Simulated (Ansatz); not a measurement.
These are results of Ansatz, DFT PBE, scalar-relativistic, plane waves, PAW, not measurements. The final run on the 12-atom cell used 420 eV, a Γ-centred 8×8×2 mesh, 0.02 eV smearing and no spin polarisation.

Formation energies are uncorrected and count from the elements' standard states at the same level.

**Question.** Suggest a trial structure for a tetragonal semiconductor that holds Se and 2 more elements, with a gap near 1.0 eV, a formation energy near −0.69 eV/atom and a density near 5.16 g/cm³, in a cell of 12 atoms. Its symmetry should be P-4m2 (No. 115).

**Answer.** Zn₅CdSe₆, space group P-4m2 (No. 115). Zn on a site of symmetry 2mm has 4 Se at 2.49 Å; Zn on a site of symmetry -4m2 is surrounded by 4 Se at 2.49 Å; around Cd lie 4 Se at 2.65 Å; Se on its first site is surrounded by 4 Zn at 2.49 Å; 3 more sites not described.

```
Zn Cd Se
1.0
     4.09733    0.00000    0.00000
     0.00000    4.09733    0.00000
     0.00000    0.00000   17.51685
Zn Cd Se
5 1 6
Direct
  0.00000 0.00000 0.83835
  0.50000 0.50000 0.00000
  0.00000 0.00000 0.16165
  0.50000 0.50000 0.32339
  0.50000 0.50000 0.67661
  0.00000 0.00000 0.50000
  0.50000 0.00000 0.91918
  0.00000 0.50000 0.08082
  0.50000 0.00000 0.24248
  0.00000 0.50000 0.40365
  0.50000 0.00000 0.59635
  0.00000 0.50000 0.75752
```

* Volume per atom: 24.51 Å³
* Density: 5.16 g/cm³
* Energy over the elements: −0.693 eV/atom
* Gap on the 8×8×2 mesh of the 12-atom cell: 0.96 eV

The cell was found from a structure generator's guess, not taken from experiment. The answer needn't be unique; the calculation gave this one.

Kohn–Sham gaps at this level usually fall short of measured ones. The reference form of Se is held partly by dispersion forces, which this level lacks. A structure relaxed within its symmetry needn't be a true minimum.
